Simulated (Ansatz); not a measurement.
Input file for Ansatz (a program for electronic structure):

Ansatz 0.2 input:
```yaml
crystal:
  lattice:
    - [3.4499140248, 0.0, 0.0]
    - [-1.7249570124, 2.9877131864, 0.0]
    - [0.0, 0.0, 7.831817184]
  atoms:
    - { symbol: Be, position: [0.0, 0.5, 0.3333333333] }
    - { symbol: Be, position: [0.5, 0.5, 0.6666666667] }
    - { symbol: Be, position: [0.5, 0.0, 0.0] }
    - { symbol: S, position: [0.0, 0.5, 0.8333333333] }
    - { symbol: S, position: [0.5, 0.5, 0.1666666667] }
    - { symbol: S, position: [0.5, 0.0, 0.5] }
kpoints:
  mp_grid: { grid: [9, 9, 4] }
hamiltonian:
  xc: r2scan
  pseudopotentials: { azcp: { folder: ./paw }, kind: paw }
scf:
  occupations: { method: fixed }
elastic: { mode: relaxed_ion, stencil: two_point, amplitude: 0.005, f_tol: 0.0005 }
output: { polarization: {} }
```

Output (shortened):

```
Pseudopotentials: kind: paw
Pseudopotential: Be, paw, valence charge 2
Pseudopotential: S, paw, valence charge 6
Functional definition: r2SCAN
Crystal: 6 atoms, lattice volume = 80.725 Å³
Basis set: ecut = 500 eV, 2057 PW (Γ), exchange–correlation on 108×108×240 points (64 copies of the dense FFT grid, shifted against one another)
Bands: 18, of which v1, the nominal top of the filled ones, is band 12 counted from 1 (11 counted from 0)
Symmetry: 12 space group operations
Space group: P6422 (ITA 181), of the structure as read, at distance tolerance 4.3e-5 Å
k-points: 36 of 324 (time reversal used)
PAW frozen core: Be, regenerated for the run's functional
PAW frozen core: S, regenerated for the run's functional
Initial density: superposition of atomic densities (chi_scale 0.1, normalization cell, long waves kept (reshape's long-wave potential 0.00 eV rms))
Initial wavefunctions: pseudopotential atomic-orbital guess
Eigensolver: davidson
Functional: x = r2scan, c = r2scan; τ floored in thin density (d = 2e-4 eV/Å³)
all-band conjugate gradients solve this SCF's bands
SCF 1 converged in 10 iterations: F = -3002.724510 eV  dr2 = 1.76e-15
Crystal: 6 atoms, lattice volume = 80.725 Å³
Initial density: handed on by an earlier stage of this run
Initial wavefunctions: those handed on with the density
SCF 2 converged in 2 iterations: F = -3002.724510 eV  dr2 = 4.30e-16
Crystal: 6 atoms, lattice volume = 80.322 Å³
Basis set: ecut = 500 eV, 2053 PW (Γ), exchange–correlation on 108×108×240 points (64 copies of the dense FFT grid, shifted against one another)
Symmetry: 4 space group operations
k-points: 75 of 324 (time reversal used)
Initial wavefunctions: pseudopotential atomic-orbital guess (no wavefunctions were taken with the density)
SCF 3 converged in 11 iterations: F = -3002.723198 eV  dr2 = 4.28e-15
relax step   1: F+E_penalty+E_count = -3002.72319793 eV  Δ(F+E_penalty+E_count) = +0.000e0 eV  max|allowed force component| = 1.447e-2 eV/Å  Δτ_max = 0.0000 Å  (11 SCF iters, accepted)
density extrapolation: transplant  |δρ|_rms = 4.093e-2 e/Å³  SAD shift = 9.522e-5 e/Å³
Crystal: 6 atoms, lattice volume = 80.322 Å³
SCF 4 converged in 8 iterations: F = -3002.723213 eV  dr2 = 1.22e-14
relax step   2: F+E_penalty+E_count = -3002.72321278 eV  Δ(F+E_penalty+E_count) = -1.485e-5 eV  max|allowed force component| = 3.848e-3 eV/Å  Δτ_max = 0.0009 Å  (8 SCF iters, accepted)
density extrapolation: transplant  |δρ|_rms = 4.093e-2 e/Å³  SAD shift = 6.357e-5 e/Å³
Crystal: 6 atoms, lattice volume = 80.322 Å³
SCF 5 converged in 8 iterations: F = -3002.723214 eV  dr2 = 3.32e-14
relax step   3: F+E_penalty+E_count = -3002.72321416 eV  Δ(F+E_penalty+E_count) = -1.379e-6 eV  max|allowed force component| = 3.311e-4 eV/Å  Δτ_max = 0.0002 Å  (8 SCF iters, accepted)
Crystal: 6 atoms, lattice volume = 80.322 Å³
SCF 6 converged in 2 iterations: F = -3002.723214 eV  dr2 = 2.79e-14
Crystal: 6 atoms, lattice volume = 81.129 Å³
SCF 7 converged in 11 iterations: F = -3002.723233 eV  dr2 = 5.22e-14
relax step   1: F+E_penalty+E_count = -3002.72323294 eV  Δ(F+E_penalty+E_count) = +0.000e0 eV  max|allowed force component| = 1.332e-2 eV/Å  Δτ_max = 0.0000 Å  (11 SCF iters, accepted)
density extrapolation: transplant  |δρ|_rms = 4.050e-2 e/Å³  SAD shift = 9.805e-5 e/Å³
Crystal: 6 atoms, lattice volume = 81.129 Å³
SCF 8 converged in 8 iterations: F = -3002.723246 eV  dr2 = 8.06e-15
relax step   2: F+E_penalty+E_count = -3002.72324603 eV  Δ(F+E_penalty+E_count) = -1.309e-5 eV  max|allowed force component| = 3.335e-3 eV/Å  Δτ_max = 0.0009 Å  (8 SCF iters, accepted)
density extrapolation: transplant  |δρ|_rms = 4.050e-2 e/Å³  SAD shift = 5.582e-5 e/Å³
Crystal: 6 atoms, lattice volume = 81.129 Å³
SCF 9 converged in 8 iterations: F = -3002.723247 eV  dr2 = 2.51e-14
relax step   3: F+E_penalty+E_count = -3002.72324710 eV  Δ(F+E_penalty+E_count) = -1.072e-6 eV  max|allowed force component| = 2.427e-4 eV/Å  Δτ_max = 0.0002 Å  (8 SCF iters, accepted)
Crystal: 6 atoms, lattice volume = 81.129 Å³
SCF 10 converged in 2 iterations: F = -3002.723247 eV  dr2 = 2.03e-14
Crystal: 6 atoms, lattice volume = 80.322 Å³
Basis set: ecut = 500 eV, 2033 PW (Γ), exchange–correlation on 108×108×240 points (64 copies of the dense FFT grid, shifted against one another)
SCF 11 converged in 8 iterations: F = -3002.723077 eV  dr2 = 3.59e-14
Crystal: 6 atoms, lattice volume = 81.129 Å³
SCF 12 converged in 9 iterations: F = -3002.723107 eV  dr2 = 2.38e-15
Crystal: 6 atoms, lattice volume = 80.725 Å³
Symmetry: 2 space group operations
k-points: 95 of 324 (time reversal used)
SCF 13 converged in 10 iterations: F = -3002.724027 eV  dr2 = 1.93e-14
relax step   1: F+E_penalty+E_count = -3002.72402701 eV  Δ(F+E_penalty+E_count) = +0.000e0 eV  max|allowed force component| = 8.541e-3 eV/Å  Δτ_max = 0.0000 Å  (10 SCF iters, accepted)
density extrapolation: transplant  |δρ|_rms = 4.072e-2 e/Å³  SAD shift = 6.493e-4 e/Å³
Crystal: 6 atoms, lattice volume = 80.725 Å³
SCF 14 converged in 9 iterations: F = -3002.724058 eV  dr2 = 4.12e-14
relax step   2: F+E_penalty+E_count = -3002.72405845 eV  Δ(F+E_penalty+E_count) = -3.144e-5 eV  max|allowed force component| = 8.313e-3 eV/Å  Δτ_max = 0.0021 Å  (9 SCF iters, accepted)
density extrapolation: transplant  |δρ|_rms = 4.072e-2 e/Å³  SAD shift = 1.148e-4 e/Å³
Crystal: 6 atoms, lattice volume = 80.725 Å³
SCF 15 converged in 8 iterations: F = -3002.724075 eV  dr2 = 2.69e-14
relax step   3: F+E_penalty+E_count = -3002.72407471 eV  Δ(F+E_penalty+E_count) = -1.626e-5 eV  max|allowed force component| = 2.472e-3 eV/Å  Δτ_max = 0.0012 Å  (8 SCF iters, accepted)
density extrapolation: transplant  |δρ|_rms = 4.072e-2 e/Å³  SAD shift = 8.433e-5 e/Å³
Crystal: 6 atoms, lattice volume = 80.725 Å³
SCF 16 converged in 7 iterations: F = -3002.724076 eV  dr2 = 4.70e-14
relax step   4: F+E_penalty+E_count = -3002.72407582 eV  Δ(F+E_penalty+E_count) = -1.113e-6 eV  max|allowed force component| = 4.402e-4 eV/Å  Δτ_max = 0.0003 Å  (7 SCF iters, accepted)
Crystal: 6 atoms, lattice volume = 80.725 Å³
SCF 17 converged in 2 iterations: F = -3002.724076 eV  dr2 = 1.78e-14
Crystal: 6 atoms, lattice volume = 80.725 Å³
SCF 18 converged in 10 iterations: F = -3002.724027 eV  dr2 = 1.87e-14
relax step   1: F+E_penalty+E_count = -3002.72402701 eV  Δ(F+E_penalty+E_count) = +0.000e0 eV  max|allowed force component| = 8.541e-3 eV/Å  Δτ_max = 0.0000 Å  (10 SCF iters, accepted)
density extrapolation: transplant  |δρ|_rms = 4.072e-2 e/Å³  SAD shift = 6.493e-4 e/Å³
Crystal: 6 atoms, lattice volume = 80.725 Å³
SCF 19 converged in 9 iterations: F = -3002.724058 eV  dr2 = 3.99e-14
relax step   2: F+E_penalty+E_count = -3002.72405845 eV  Δ(F+E_penalty+E_count) = -3.144e-5 eV  max|allowed force component| = 8.313e-3 eV/Å  Δτ_max = 0.0021 Å  (9 SCF iters, accepted)
density extrapolation: transplant  |δρ|_rms = 4.072e-2 e/Å³  SAD shift = 1.148e-4 e/Å³
Crystal: 6 atoms, lattice volume = 80.725 Å³
SCF 20 converged in 8 iterations: F = -3002.724075 eV  dr2 = 2.73e-14
relax step   3: F+E_penalty+E_count = -3002.72407471 eV  Δ(F+E_penalty+E_count) = -1.626e-5 eV  max|allowed force component| = 2.472e-3 eV/Å  Δτ_max = 0.0012 Å  (8 SCF iters, accepted)
density extrapolation: transplant  |δρ|_rms = 4.072e-2 e/Å³  SAD shift = 8.433e-5 e/Å³
Crystal: 6 atoms, lattice volume = 80.725 Å³
SCF 21 converged in 7 iterations: F = -3002.724076 eV  dr2 = 4.36e-14
relax step   4: F+E_penalty+E_count = -3002.72407582 eV  Δ(F+E_penalty+E_count) = -1.113e-6 eV  max|allowed force component| = 4.402e-4 eV/Å  Δτ_max = 0.0003 Å  (7 SCF iters, accepted)
Crystal: 6 atoms, lattice volume = 80.725 Å³
SCF 22 converged in 2 iterations: F = -3002.724076 eV  dr2 = 1.66e-14
SCF converged after 2 iterations
Free energy (F): -3002.724510 eV
Harris-Foulkes:  -3002.724510 eV  (|F-HF|=4.55e-13)
Internal energy: -3002.724510 eV  (E = F + TS)
E sigma→0 (E₀):  -3002.724510 eV
Fermi energy:    6.451055 eV
--- Per-component energies (eV) ---
  E_band       = 17.222294
  E_kinetic    = 379.615426
  E_local      = -307.053746  (includes V_loc(G=0)·N_el)
  E_nonlocal   = 112.369143
  E_hartree    = 93.277896
  E_xc         = -311.940705
  E_vxc        = -335.748462  (∫ρ·V_xc dr)
  E_paw        = -2031.929730  (= ΣΔE_a)
  E_vpaw       = -33.784780  (= ΣTr[D̂ρ^β])
  E_aug_tail   =  0.000000  (compensation charges beyond the density's cutoff)
  E_vtau       = 15.268921  (kinetic-family band-sum trace: ∫τ·v_τ [+ j·A + Jᵃ·Aᵃ] dr)
  E_ewald      = -936.697413
  E_core_change = -0.365382  (= ΣΔE_core)
  E_smearing   =  0.000000  (= −TS)
  E_closure    = 0.000000  (closes the sum)
  Σ components = -3002.724510   (vs F -3002.724510, Δ=0.00e0)
--- Forces (eV/Å), atoms counted from 1 ---
  atom   1  Be     0.00000000     0.00000000     0.00000000
  atom   2  Be     0.00000000     0.00000000     0.00000000
  atom   3  Be     0.00000000     0.00000000     0.00000000
  atom   4  S      0.00000000     0.00000000     0.00000000
  atom   5  S      0.00000000     0.00000000     0.00000000
  atom   6  S      0.00000000     0.00000000     0.00000000
  max |Σ_I F_I| component: 2.78e-17 eV/Å
--- Stress (GPa, compression-positive) ---
        0.001393       0.000000       0.000000
        0.000000       0.001393       0.000000
        0.000000       0.000000       0.003053
  P = ⅓ Tr σ = 0.0019 GPa (0.019 kbar)
  The stress holds the Pulay correction. Without it, at fixed plane waves, as pw.x and ABINIT print it: P = -0.0159 GPa
  The stress includes an estimate of the error left by incomplete SCF convergence (largest component  0.0000 GPa …
--- Band table (eV; the first three rows and the last of 36) ---
  k-point 0: bands = ["-8.6065", "-7.0503", "-7.0503", "1.5080", "1.5080", "3.7253", "5.2821", "5.2821", "5.8075", "5.8075", "6.1549", "6.4511", "11.1243", "11.1243", "11.9975", "12.9551", "12.9551", "14.1325"]
  k-point 1: bands = ["-8.4965", "-7.6696", "-6.4721", "0.3488", "3.0224", "3.8372", "4.6708", "5.7545", "5.8369", "5.8986", "5.9038", "6.1142", "10.7280", "11.7262", "12.2117", "12.3673", "13.8895", "13.9137"]
  k-point 2: bands = ["-8.1747", "-8.1747", "-6.2158", "-0.1078", "4.1635", "4.1635", "4.5987", "4.5987", "5.7386", "6.0135", "6.0135", "6.0747", "10.5929", "12.1774", "12.2672", "12.2672", "13.4142", "13.9896"]
  k-point 35: bands = ["-6.5757", "-5.9286", "-5.9286", "0.2500", "1.0417", "1.0417", "2.0324", "2.0324", "3.1140", "3.1140", "3.7956", "5.2553", "11.3547", "12.0221", "12.9551", "12.9551", "13.0896", "13.0896"]
  band table: 18 of 18 bands, residual norms ≤ 1.0e-3 eV
--- Elastic constants: 3 strain directions × 2 members + reference (group order 12) ---
  dense FFT box of the reference and of every strained cell: 27×27×60
  strains applied: 11, 33, 23; error gains …
  C = ∂σ_k/∂η_j (tension-positive GPa; Voigt order 11 22 33 23 13 12):
       202.861     55.023     48.650      0.000      0.000      0.000
        55.023    202.861     48.650      0.000      0.000      0.000
        48.648     48.648    224.260      0.000      0.000      0.000
         0.000      0.000      0.000     68.489      0.000      0.000
         0.000      0.000      0.000      0.000     68.489      0.000
         0.000      0.000      0.000      0.000      0.000     73.919
  reference stress σ⁰ (GPa):     -0.001     -0.001     -0.003      0.000      0.000      0.000
  moduli (Voigt/Reuss/Hill, GPa): K = 103.85/103.75/103.80   G = 74.02/73.54/73.78   E = 178.94   ν = 0.213
  mechanically stable: yes (min eigenvalue of sym C = 68.49 GPa)
  e, the proper piezoelectric tensor (elastic.mode: relaxed_ion; C/m²; rows x y z; Voigt order 11 22 33 23 13 12):
       0.00000    0.00000    0.00000    0.22764    0.00000    0.00000
       0.00000    0.00000    0.00000    0.00000   -0.22764    0.00000
       0.00000    0.00000    0.00000    0.00000    0.00000    0.00000
  ±, each entry's uncertainty from the finite density of the strings (C/m²), an estimate: the size of the correction for it that the entry includes:
       0.00000    0.00000    0.00000    0.00137    0.00000    0.00000
       0.00000    0.00000    0.00000    0.00000    0.00137    0.00000
       0.00000    0.00000    0.00000    0.00000    0.00000    0.00000
  strain η (Voigt 11):  stress-route row diagonal C_11 = 202.86 GPa, energy-path curvature d²(F+E_count+ΔE)/dδ²/Ω₀ = 202.85 GPa
         δ    σ_11 (GPa)             F (eV)   n_scf  n_hpsi   n_pw
    -5.000e-3      -1.0310       -3002.7232142       2   12009   2060   relax 3 steps, max|allowed force component| 3.31e-4 eV/Å
     5.000e-3       0.9976       -3002.7232471       2   12003   2092   relax 3 steps, max|allowed force component| 2.43e-4 eV/Å
  strain η (Voigt 33):  stress-route row diagonal C_33 = 224.26 GPa, energy-path curvature d²(F+E_count+ΔE)/dδ²/Ω₀ = 224.25 GPa
         δ    σ_33 (GPa)             F (eV)   n_scf  n_hpsi   n_pw
    -5.000e-3      -1.1333       -3002.7230767       8   14220   2056   relax 0 steps, max|allowed force component| 2.78e-17 eV/Å
     5.000e-3       1.1092       -3002.7231067       9   14360   2092   relax 0 steps, max|allowed force component| 1.51e-16 eV/Å
  strain η (Voigt 23):  stress-route row diagonal C_44 = 68.49 GPa, energy-path curvature d²(F+E_count+ΔE)/dδ²/Ω₀ = 68.49 GPa
         δ    σ_23 (GPa)             F (eV)   n_scf  n_hpsi   n_pw
    -5.000e-3      -0.3424       -3002.7240758       2   15179   2076   relax 4 steps, max|allowed force component| 4.40e-4 eV/Å
     5.000e-3       0.3424       -3002.7240758       2   15216   2076   relax 4 steps, max|allowed force component| 4.40e-4 eV/Å
--- Formal polarisation (Berry phase): one branch of a lattice of values; only differences between neighbouring runs are physical ---
  axis  mesh            electronic          ionic      p = total  spread (rad)  least overlap  resolved gap  δp at fixed H ≤   (phases in cycles; p mod 2 …
  b1    9×9×4           0.00000000     8.00000000     8.00000000      0.028482         0.9283        4.5175           5.1e-6
  b2    9×9×4           0.00000000     8.00000000     8.00000000      0.028482         0.9283        4.5175           5.1e-6
  b3    9×9×4           0.00000000    11.00000000    11.00000000      0.003276         0.9529        4.5175           2.1e-6
  quantum along a1:   0.08547292 e/Å² =   136.942718 µC/cm²
  quantum along a2:   0.08547292 e/Å² =   136.942718 µC/cm²
  quantum along a3:   0.19403623 e/Å² =   310.880308 µC/cm²
  P = (  0.17094584,   0.29608689,   1.06719924) e/Å² = (  273.885437,   474.383492,  1709.841693) µC/cm²  (mod the quanta)
```

Cost: about 8 core-minutes (a rough figure) on shared cores.

Space group P6_422. The start of the workflow was typed in or built on a structure type; neither database checked (COD, Materials Project) lists it. COD files the formula under space group No. 216, so this cell is another polymorph or a model. Its standing as an ambient phase is unchecked. The r²SCAN relaxation kept the symmetry of its start; its stability against distortions is not shown here.

Potentials: the earlier of the program's two PAW sets.

Ansatz is a plane-wave DFT program.
